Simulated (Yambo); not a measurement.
How GW settings move the gap: CdSe

G0W0@PBEsol for CdSe (zinc blende, space group F-43m, No. 216) in Yambo. Reference settings: 4×4×4 Γ-centred k mesh, bands 10 to 113 and a 8 Ry block in the screening, 113 bands in G with the Bruneval-Gonze terminator, plasmon pole fitted at 27.2 eV. The PBEsol gap Γ → Γ on this mesh is 0.48 eV; G0W0 gaps are taken between the same points.

```json
[
 {"change from the reference": "reference settings", "G0W0 gap Γ → Γ (eV)": "1.81", "shift of the valence edge (eV)": "-1.17"},
 {"change from the reference": "73 bands in W, 73 bands in G", "G0W0 gap Γ → Γ (eV)": "1.82", "shift of the valence edge (eV)": "-1.08"},
 {"change from the reference": "7 Ry block", "G0W0 gap Γ → Γ (eV)": "1.79", "shift of the valence edge (eV)": "-1.15"},
 {"change from the reference": "73 bands in G, no terminator", "G0W0 gap Γ → Γ (eV)": "1.74", "shift of the valence edge (eV)": "-0.95"}
]
```

The reference isn't shown to be the converged limit.

Spin-orbit splittings are left out.

The standard potential for Se keeps a d shell in the valence without the s and p states of that shell. In tests on such compounds this moved G0W0 gaps by up to about 0.9 eV, so absolute quasiparticle energies here are unreliable; differences between settings are what counts.

Geometry relaxed with PBEsol; primitive cell a = 4.3013 Å, b = 4.3013 Å, c = 4.3013 Å, α = 60.00°, β = 60.00°, γ = 60.00°.

A shift is the quasiparticle energy of the state minus its PBEsol energy.
